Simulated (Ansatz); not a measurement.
SiC (zinc blende, space group No. 216) at seven volumes, PBE in the plane-wave PAW code Ansatz, scaled uniformly. One row is withheld.

```csv
V (Å³/atom),P (GPa)
9.556,24.13
9.871,14.87
10.186,6.89
10.501,0.00
10.816,-5.94
11.132,?
11.447,-15.46
```

Task: Fit the shown pressures and predict the withheld one.

Result: P = (3/2)B₀(x^(7/2) − x^(5/2))[1 + (3/4)(B′ − 4)(x − 1)] with x = (V₀/V)^(2/3). Least squares on the six rows gives V₀ = 10.501 Å³/atom, B₀ = 213 GPa, B′ = 3.94. At V = 11.132, x = 0.9618 and P = -11.08 GPa. The run itself gave -11.06 GPa.

Space group F-43m (zinc blende). The cell was relaxed with PBE under the symmetry of its start.

Potentials: the earlier of the program's two PAW sets.
